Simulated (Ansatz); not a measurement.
The relaxed structure here is a generated cell of Cu2O: the first start was made by placing the elements on the sites of a structure type, and the end was not matched to a known phase here, so it may be hypothetical. Known forms of Cu2O include space group No. 224.

One stationary structure of Cu2O. Space group P4₁2₁2 (No. 92). Level of theory: r2SCAN (plane waves to 500 eV, PAW, scalar-relativistic; Ansatz, a first-principles code).

```cif
data_Cu8O4
_chemical_formula_sum 'O4 Cu8'
_space_group_name_H-M_alt 'P 1'
_space_group_IT_number 1
_cell_length_a 4.78805
_cell_length_b 4.78805
_cell_length_c 5.94813
_cell_angle_alpha 90.000
_cell_angle_beta 90.000
_cell_angle_gamma 90.000
loop_
_space_group_symop_operation_xyz
  'x, y, z'
loop_
_atom_site_label
_atom_site_type_symbol
_atom_site_fract_x
_atom_site_fract_y
_atom_site_fract_z
_atom_site_occupancy
O1 O 0.47170 0.47170 0.50000 1
O2 O 0.97170 0.02830 0.25000 1
O3 O 0.02830 0.97170 0.75000 1
O4 O 0.52830 0.52830 0.00000 1
Cu1 Cu 0.30332 0.26388 0.79295 1
Cu2 Cu 0.80332 0.23612 0.95705 1
Cu3 Cu 0.19668 0.76388 0.45705 1
Cu4 Cu 0.69668 0.73612 0.29295 1
Cu5 Cu 0.73612 0.69668 0.70705 1
Cu6 Cu 0.23612 0.80332 0.04295 1
Cu7 Cu 0.76388 0.19668 0.54295 1
Cu8 Cu 0.26388 0.30332 0.20705 1
```

**Question.** Predict the band gap from r2SCAN.

**Answer.** No gap on the sampled points, where the bands overlap only slightly; such a result is sensitive to mesh and level.

No spin polarisation in the result. The d or f electrons are treated with no Hubbard U.

The run could not lose the symmetry of its start, so the end can be a saddle point.
